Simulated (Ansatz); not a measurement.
Crystals of one structure type (zinc blende) and one family of elements, relaxed and computed with plane-wave PAW PBEsol (Ansatz code); HSE06 gaps on those cells.

| crystal | gap (eV) | HSE06 gap (eV) |
|---|---|---|
| InP | 0.56 | 1.44 |
| BAs | 1.08 | 1.82 |
| BP | 1.11 | 1.94 |
| GaP | 1.45 | 2.25 |
| GaN | 1.70 | ? |
| AlN | 3.19 | 4.55 |
| BN | 4.29 | 5.79 |

Q: Fit a straight line to E_g(HSE06) against E_g and predict the withheld value.

A: Least squares on the 6 shown rows: E_g(HSE06) = 1.211 × E_g + (0.608), with a scatter of 0.09. For GaN this gives 2.67. The run itself gave 3.00, a miss of 0.33, well beyond the scatter: the line misses something about this case.

All cells were relaxed under the symmetry of their starts (and spin orders); stability against distortions was not tested throughout. Spin–orbit coupling is left out wherever it is not named.

Potentials: the earlier of the program's two PAW sets. The files were generated under PBE; for other functionals the program regenerates the frozen cores, and for LDA and PBEsol the local potential too.
